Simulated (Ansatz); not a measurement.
Input file for Ansatz (a first-principles code):

Ansatz 0.2 input:
```yaml
crystal:
  lattice:
    - [4.1239565295, 0.0, 0.0]
    - [-2.0619782648, 3.5714511187, 0.0]
    - [0.0, 0.0, 6.7092880254]
  atoms:
    - { symbol: Cd, position: [0.6666666667, 0.3333333333, 0.0008780046] }
    - { symbol: Cd, position: [0.3333333333, 0.6666666667, 0.5008780046] }
    - { symbol: S, position: [0.6666666667, 0.3333333333, 0.6243219954] }
    - { symbol: S, position: [0.3333333333, 0.6666666667, 0.1243219954] }
kpoints:
  mp_grid: { grid: [8, 8, 4] }
hamiltonian:
  xc: pbesol
  pseudopotentials: { kind: paw }
scf:
  occupations: { method: fixed }
elastic: { mode: relaxed_ion, stencil: two_point, amplitude: 0.005, f_tol: 0.0005 }
output: { polarization: {} }
```

Output (shortened):

```
Pseudopotentials: kind: paw
Pseudopotential: Cd, paw, valence charge 20
Pseudopotential: S, paw, valence charge 6
Functional definition: PBEsol
Crystal: 4 atoms, lattice volume = 98.818 Å³
Basis set: ecut = 420 eV, 1943 PW (Γ), exchange–correlation on 60×60×96 points (8 copies of the dense FFT grid, shifted against one another)
Bands: 32, of which v1, the nominal top of the filled ones, is band 26 counted from 1 (25 counted from 0)
Symmetry: 12 space group operations
Space group: P63mc (ITA 186), of the structure as read, at distance tolerance 4.6e-5 Å
k-points: 30 of 256 (time reversal used)
PAW frozen core: Cd, regenerated for the run's functional, and the local potential with it
PAW frozen core: S, regenerated for the run's functional, and the local potential with it
Initial wavefunctions: pseudopotential atomic-orbital guess
Eigensolver: davidson
Functional: x = pbesol(κ = 0.804, μ = 0.12345679012345678), c = pbesol(β = 0.046)
all-band conjugate gradients solve this SCF's bands
SCF 1 converged in 11 iterations: F = -18140.452769 eV  dr2 = 4.53e-14
Crystal: 4 atoms, lattice volume = 98.324 Å³
Basis set: ecut = 420 eV, 1927 PW (Γ), exchange–correlation on 60×60×96 points (8 copies of the dense FFT grid, shifted against one another)
Symmetry: 4 space group operations
k-points: 63 of 256 (time reversal used)
Initial density: handed on by an earlier stage of this run
Initial wavefunctions: pseudopotential atomic-orbital guess (no wavefunctions were taken with the density)
SCF 2 converged in 11 iterations: F = -18140.451834 eV  dr2 = 6.79e-14
relax step   1: F+E_penalty+E_count = -18140.45183432 eV  Δ(F+E_penalty+E_count) = +0.000e0 eV  max|allowed force component| = 3.422e-2 eV/Å  Δτ_max = 0.0000 Å  (11 SCF iters, accepted)
density extrapolation: transplant  |δρ|_rms = 2.152e-2 e/Å³  SAD shift = 5.683e-3 e/Å³
Crystal: 4 atoms, lattice volume = 98.324 Å³
Initial wavefunctions: those handed on with the density
SCF 3 converged in 9 iterations: F = -18140.452070 eV  dr2 = 6.42e-14
relax step   2: F+E_penalty+E_count = -18140.45206954 eV  Δ(F+E_penalty+E_count) = -2.352e-4 eV  max|allowed force component| = 9.723e-3 eV/Å  Δτ_max = 0.0048 Å  (9 SCF iters, accepted)
density extrapolation: transplant  |δρ|_rms = 2.152e-2 e/Å³  SAD shift = 5.154e-3 e/Å³
Crystal: 4 atoms, lattice volume = 98.324 Å³
SCF 4 converged in 9 iterations: F = -18140.452099 eV  dr2 = 1.23e-14
relax step   3: F+E_penalty+E_count = -18140.45209932 eV  Δ(F+E_penalty+E_count) = -2.979e-5 eV  max|allowed force component| = 4.901e-4 eV/Å  Δτ_max = 0.0014 Å  (9 SCF iters, accepted)
Crystal: 4 atoms, lattice volume = 98.324 Å³
SCF 5 converged in 9 iterations: F = -18140.452099 eV  dr2 = 6.93e-14
Crystal: 4 atoms, lattice volume = 99.312 Å³
SCF 6 converged in 12 iterations: F = -18140.451868 eV  dr2 = 3.98e-15
relax step   1: F+E_penalty+E_count = -18140.45186831 eV  Δ(F+E_penalty+E_count) = +0.000e0 eV  max|allowed force component| = 3.244e-2 eV/Å  Δτ_max = 0.0000 Å  (12 SCF iters, accepted)
density extrapolation: transplant  |δρ|_rms = 2.146e-2 e/Å³  SAD shift = 5.819e-3 e/Å³
Crystal: 4 atoms, lattice volume = 99.312 Å³
SCF 7 converged in 9 iterations: F = -18140.452091 eV  dr2 = 9.19e-14
relax step   2: F+E_penalty+E_count = -18140.45209140 eV  Δ(F+E_penalty+E_count) = -2.231e-4 eV  max|allowed force component| = 9.043e-3 eV/Å  Δτ_max = 0.0048 Å  (9 SCF iters, accepted)
density extrapolation: transplant  |δρ|_rms = 2.146e-2 e/Å³  SAD shift = 3.126e-3 e/Å³
Crystal: 4 atoms, lattice volume = 99.312 Å³
SCF 8 converged in 9 iterations: F = -18140.452119 eV  dr2 = 7.05e-15
relax step   3: F+E_penalty+E_count = -18140.45211899 eV  Δ(F+E_penalty+E_count) = -2.758e-5 eV  max|allowed force component| = 4.776e-4 eV/Å  Δτ_max = 0.0016 Å  (9 SCF iters, accepted)
Crystal: 4 atoms, lattice volume = 99.312 Å³
SCF 9 converged in 9 iterations: F = -18140.452119 eV  dr2 = 9.85e-14
Crystal: 4 atoms, lattice volume = 98.324 Å³
Basis set: ecut = 420 eV, 1907 PW (Γ), exchange–correlation on 60×60×96 points (8 copies of the dense FFT grid, shifted against one another)
SCF 10 converged in 11 iterations: F = -18140.451713 eV  dr2 = 4.64e-14
relax step   1: F+E_penalty+E_count = -18140.45171320 eV  Δ(F+E_penalty+E_count) = +0.000e0 eV  max|allowed force component| = 3.942e-2 eV/Å  Δτ_max = 0.0000 Å  (11 SCF iters, accepted)
density extrapolation: transplant  |δρ|_rms = 2.152e-2 e/Å³  SAD shift = 8.395e-3 e/Å³
Crystal: 4 atoms, lattice volume = 98.324 Å³
SCF 11 converged in 9 iterations: F = -18140.451967 eV  dr2 = 5.54e-14
relax step   2: F+E_penalty+E_count = -18140.45196722 eV  Δ(F+E_penalty+E_count) = -2.540e-4 eV  max|allowed force component| = 1.676e-2 eV/Å  Δτ_max = 0.0023 Å  (9 SCF iters, accepted)
density extrapolation: transplant  |δρ|_rms = 2.152e-2 e/Å³  SAD shift = 6.212e-3 e/Å³
Crystal: 4 atoms, lattice volume = 98.324 Å³
SCF 12 converged in 9 iterations: F = -18140.452024 eV  dr2 = 2.19e-14
relax step   3: F+E_penalty+E_count = -18140.45202427 eV  Δ(F+E_penalty+E_count) = -5.705e-5 eV  max|allowed force component| = 3.077e-4 eV/Å  Δτ_max = 0.0017 Å  (9 SCF iters, accepted)
Crystal: 4 atoms, lattice volume = 98.324 Å³
SCF 13 converged in 9 iterations: F = -18140.452024 eV  dr2 = 9.25e-14
Crystal: 4 atoms, lattice volume = 99.312 Å³
SCF 14 converged in 11 iterations: F = -18140.451794 eV  dr2 = 7.30e-14
relax step   1: F+E_penalty+E_count = -18140.45179426 eV  Δ(F+E_penalty+E_count) = +0.000e0 eV  max|allowed force component| = 3.503e-2 eV/Å  Δτ_max = 0.0000 Å  (11 SCF iters, accepted)
density extrapolation: transplant  |δρ|_rms = 2.146e-2 e/Å³  SAD shift = 8.001e-3 e/Å³
Crystal: 4 atoms, lattice volume = 99.312 Å³
SCF 15 converged in 9 iterations: F = -18140.452012 eV  dr2 = 3.55e-14
relax step   2: F+E_penalty+E_count = -18140.45201191 eV  Δ(F+E_penalty+E_count) = -2.177e-4 eV  max|allowed force component| = 1.508e-2 eV/Å  Δτ_max = 0.0022 Å  (9 SCF iters, accepted)
density extrapolation: transplant  |δρ|_rms = 2.146e-2 e/Å³  SAD shift = 6.046e-3 e/Å³
Crystal: 4 atoms, lattice volume = 99.312 Å³
SCF 16 converged in 9 iterations: F = -18140.452061 eV  dr2 = 2.20e-14
relax step   3: F+E_penalty+E_count = -18140.45206057 eV  Δ(F+E_penalty+E_count) = -4.866e-5 eV  max|allowed force component| = 2.710e-4 eV/Å  Δτ_max = 0.0016 Å  (9 SCF iters, accepted)
Crystal: 4 atoms, lattice volume = 99.312 Å³
SCF 17 converged in 9 iterations: F = -18140.452061 eV  dr2 = 3.92e-14
Crystal: 4 atoms, lattice volume = 98.817 Å³
Basis set: ecut = 420 eV, 1939 PW (Γ), exchange–correlation on 60×60×96 points (8 copies of the dense FFT grid, shifted against one another)
Symmetry: 2 space group operations
k-points: 78 of 256 (time reversal used)
SCF 18 converged in 11 iterations: F = -18140.452583 eV  dr2 = 1.70e-14
relax step   1: F+E_penalty+E_count = -18140.45258272 eV  Δ(F+E_penalty+E_count) = +0.000e0 eV  max|allowed force component| = 1.967e-2 eV/Å  Δτ_max = 0.0000 Å  (11 SCF iters, accepted)
density extrapolation: transplant  |δρ|_rms = 2.149e-2 e/Å³  SAD shift = 4.198e-3 e/Å³
Crystal: 4 atoms, lattice volume = 98.817 Å³
SCF 19 converged in 9 iterations: F = -18140.452645 eV  dr2 = 1.86e-14
relax step   2: F+E_penalty+E_count = -18140.45264474 eV  Δ(F+E_penalty+E_count) = -6.202e-5 eV  max|allowed force component| = 7.901e-3 eV/Å  Δτ_max = 0.0011 Å  (9 SCF iters, accepted)
density extrapolation: transplant  |δρ|_rms = 2.149e-2 e/Å³  SAD shift = 2.836e-3 e/Å³
Crystal: 4 atoms, lattice volume = 98.817 Å³
SCF 20 converged in 9 iterations: F = -18140.452657 eV  dr2 = 9.19e-15
relax step   3: F+E_penalty+E_count = -18140.45265677 eV  Δ(F+E_penalty+E_count) = -1.203e-5 eV  max|allowed force component| = 6.055e-5 eV/Å  Δτ_max = 0.0008 Å  (9 SCF iters, accepted)
Crystal: 4 atoms, lattice volume = 98.817 Å³
SCF 21 converged in 9 iterations: F = -18140.452657 eV  dr2 = 9.61e-14
Crystal: 4 atoms, lattice volume = 98.817 Å³
SCF 22 converged in 11 iterations: F = -18140.452583 eV  dr2 = 3.54e-14
relax step   1: F+E_penalty+E_count = -18140.45258272 eV  Δ(F+E_penalty+E_count) = +0.000e0 eV  max|allowed force component| = 1.967e-2 eV/Å  Δτ_max = 0.0000 Å  (11 SCF iters, accepted)
density extrapolation: transplant  |δρ|_rms = 2.149e-2 e/Å³  SAD shift = 4.198e-3 e/Å³
Crystal: 4 atoms, lattice volume = 98.817 Å³
SCF 23 converged in 9 iterations: F = -18140.452645 eV  dr2 = 1.85e-14
relax step   2: F+E_penalty+E_count = -18140.45264474 eV  Δ(F+E_penalty+E_count) = -6.202e-5 eV  max|allowed force component| = 7.901e-3 eV/Å  Δτ_max = 0.0011 Å  (9 SCF iters, accepted)
density extrapolation: transplant  |δρ|_rms = 2.149e-2 e/Å³  SAD shift = 2.836e-3 e/Å³
Crystal: 4 atoms, lattice volume = 98.817 Å³
SCF 24 converged in 9 iterations: F = -18140.452657 eV  dr2 = 9.29e-15
relax step   3: F+E_penalty+E_count = -18140.45265677 eV  Δ(F+E_penalty+E_count) = -1.203e-5 eV  max|allowed force component| = 6.054e-5 eV/Å  Δτ_max = 0.0008 Å  (9 SCF iters, accepted)
Crystal: 4 atoms, lattice volume = 98.817 Å³
SCF 25 converged in 9 iterations: F = -18140.452657 eV  dr2 = 9.64e-14
SCF converged after 11 iterations
Free energy (F): -18140.452769 eV
Harris-Foulkes:  -18140.452769 eV  (|F-HF|=0.00e0)
Internal energy: -18140.452769 eV  (E = F + TS)
E sigma→0 (E₀):  -18140.452769 eV
Fermi energy:    6.861159 eV
--- Per-component energies (eV) ---
  E_band       = -1015.398840
  E_kinetic    = 1222.734179
  E_local      = -8023.333620  (includes V_loc(G=0)·N_el)
  E_nonlocal   = 130.865855
  E_hartree    = 3680.000640
  E_xc         = -542.562192
  E_vxc        = -616.032461  (∫ρ·V_xc dr)
  E_paw        = -9196.461591  (= ΣΔE_a)
  E_vpaw       = -1089.634101  (= ΣTr[D̂ρ^β])
  E_aug_tail   = 0.000029  (compensation charges beyond the density's cutoff)
  E_ewald      = -5412.503887
  E_core_change = 0.807818  (= ΣΔE_core)
  E_smearing   =  0.000000  (= −TS)
  E_closure    =  0.000000  (closes the sum)
  Σ components = -18140.452769   (vs F -18140.452769, Δ=0.00e0)
--- Forces (eV/Å), atoms counted from 1 ---
  atom   1  Cd     0.00000000     0.00000000     0.00034310
  atom   2  Cd     0.00000000     0.00000000     0.00034310
  atom   3  S      0.00000000     0.00000000    -0.00034327
  atom   4  S      0.00000000     0.00000000    -0.00034327
  max |Σ_I F_I| component: 3.49e-7 eV/Å
--- Stress (GPa, compression-positive) ---
        0.000253       0.000000       0.000000
        0.000000       0.000253       0.000000
        0.000000       0.000000       0.005936
  P = ⅓ Tr σ = 0.0021 GPa (0.021 kbar)
  The stress holds the Pulay correction. Without it, at fixed plane waves, as pw.x and ABINIT print it: P = -0.0207 GPa
  The stress includes an estimate of the error left by incomplete SCF convergence (largest component  0.0000 GPa; it does not cover the PAW one-centre terms).
--- Band table (eV; the first three rows and the last of 30) ---
  k-point 0: bands = ["-94.3377", "-94.3376", "-55.4404", "-55.4404", "-55.4403", "-55.4403", "-55.4403", "-55.4397", "-5.5470", "-5.0957", "-0.8577", "-0.8508", "-0.8508", "-0.7643", "-0.7643", "-0.4197", "-0.4197", "-0.3240", "-0.3240", "0.0233", "2.3801", …
  k-point 1: bands = ["-94.3376", "-94.3376", "-55.4404", "-55.4404", "-55.4403", "-55.4403", "-55.4402", "-55.4398", "-5.4795", "-5.1594", "-0.8416", "-0.8416", "-0.8130", "-0.7806", "-0.7806", "-0.4026", "-0.4026", "-0.3348", "-0.3348", "-0.2637", "3.0189", …
  k-point 2: bands = ["-94.3376", "-94.3376", "-55.4403", "-55.4403", "-55.4403", "-55.4403", "-55.4400", "-55.4400", "-5.3177", "-5.3177", "-0.8146", "-0.8146", "-0.8146", "-0.8146", "-0.6327", "-0.6327", "-0.3657", "-0.3657", "-0.3657", "-0.3657", "4.3356", …
  k-point 29: bands = ["-94.3376", "-94.3376", "-55.4408", "-55.4408", "-55.4406", "-55.4406", "-55.4399", "-55.4399", "-4.9966", "-4.9966", "-0.6722", "-0.6722", "-0.6424", "-0.6424", "-0.4358", "-0.4358", "-0.3804", "-0.3804", "0.1585", "0.1585", "2.7383", …
  band table: 32 of 32 bands, residual norms ≤ 1.0e-3 eV
--- Elastic constants: 3 strain directions × 2 members + reference (group order 12) ---
  dense FFT box of the reference and of every strained cell: 30×30×48
  strains applied: 11, 33, 23; error gains …
  C = ∂σ_k/∂η_j (tension-positive GPa; Voigt order 11 22 33 23 13 12):
        85.790     52.360     45.041      0.000      0.000      0.000
        52.360     85.790     45.041      0.000      0.000      0.000
        45.046     45.046     94.723      0.000      0.000      0.000
         0.000      0.000      0.000     15.058      0.000      0.000
         0.000      0.000      0.000      0.000     15.058      0.000
         0.000      0.000      0.000      0.000      0.000     16.715
  reference stress σ⁰ (GPa):      0.000      0.000     -0.006      0.000      0.000      0.000
  moduli (Voigt/Reuss/Hill, GPa): K = 61.24/61.24/61.24   G = 17.62/17.05/17.34   E = 47.53   ν = 0.371
  mechanically stable: yes (min eigenvalue of sym C = 15.06 GPa)
  e, the proper piezoelectric tensor (elastic.mode: relaxed_ion; C/m²; rows x y z; Voigt order 11 22 33 23 13 12):
       0.00000    0.00000    0.00000    0.00000    0.17151    0.00000
       0.00000    0.00000    0.00000    0.17151    0.00000    0.00000
       0.22604    0.22604   -0.40777    0.00000    0.00000    0.00000
  ±, each entry's uncertainty from the finite density of the strings (C/m²), an estimate: the size of the correction for it that the entry includes:
       0.00000    0.00000    0.00000    0.00000    0.00235    0.00000
       0.00000    0.00000    0.00000    0.00235    0.00000    0.00000
       0.00529    0.00529    0.00321    0.00000    0.00000    0.00000
  strain η (Voigt 11):  stress-route row diagonal C_11 = 85.79 GPa, energy-path curvature d²(F+E_count+ΔE)/dδ²/Ω₀ = 85.81 GPa
         δ    σ_11 (GPa)             F (eV)   n_scf  n_hpsi   n_pw
    -5.000e-3      -0.4325      -18140.4520993       9   30996   1938   relax 3 steps, max|allowed force component| 4.90e-4 eV/Å
     5.000e-3       0.4254      -18140.4521190       9   31038   1957   relax 3 steps, max|allowed force component| 4.78e-4 eV/Å
  strain η (Voigt 33):  stress-route row diagonal C_33 = 94.72 GPa, energy-path curvature d²(F+E_count+ΔE)/dδ²/Ω₀ = 94.70 GPa
         δ    σ_33 (GPa)             F (eV)   n_scf  n_hpsi   n_pw
    -5.000e-3      -0.4789      -18140.4520243       9   14272   1937   relax 3 steps, max|allowed force component| 3.08e-4 eV/Å
     5.000e-3       0.4683      -18140.4520606       9   14735   1963   relax 3 steps, max|allowed force component| 2.71e-4 eV/Å
  strain η (Voigt 23):  stress-route row diagonal C_44 = 15.06 GPa, energy-path curvature d²(F+E_count+ΔE)/dδ²/Ω₀ = 15.05 GPa
         δ    σ_23 (GPa)             F (eV)   n_scf  n_hpsi   n_pw
    -5.000e-3      -0.0753      -18140.4526568       9   38414   1949   relax 3 steps, max|allowed force component| 6.05e-5 eV/Å
     5.000e-3       0.0753      -18140.4526568       9   38418   1949   relax 3 steps, max|allowed force component| 6.05e-5 eV/Å
--- Formal polarisation (Berry phase): one branch of a lattice of values; only differences between neighbouring runs are physical ---
  axis  mesh            electronic          ionic      p = total  spread (rad)  least overlap  resolved gap  δp at fixed H ≤   (phases in cycles; p mod 2 …
  b1    8×8×4           0.00000000    26.00000000    26.00000000      0.000000         0.8544        1.0929           6.9e-6
  b2    8×8×4           0.00000000    26.00000000    26.00000000      0.000000         0.8544        1.0929           6.9e-6
  b3    8×8×4           0.98209610    14.52698413    15.50908022      0.187055         0.8472        1.0929           3.7e-6
  quantum along a1:   0.08346586 e/Å² =   133.727043 µC/cm²
  quantum along a2:   0.08346586 e/Å² =   133.727043 µC/cm²
  quantum along a3:   0.13579107 e/Å² =   217.561277 µC/cm²
  P = (  0.54252806,   0.93968617,   1.05299729) e/Å² = (  869.225782,  1505.543217,  1687.087653) µC/cm²  (mod the quanta)
```

Cost: very roughly 12 core-minutes on shared cores.

Space group P6_3mc (wurtzite). The cell was relaxed with PBEsol under the symmetry of its start. Spin–orbit coupling is left out wherever it is not named.

Potentials: the later of the program's two PAW sets.

Ansatz is a plane-wave DFT program.
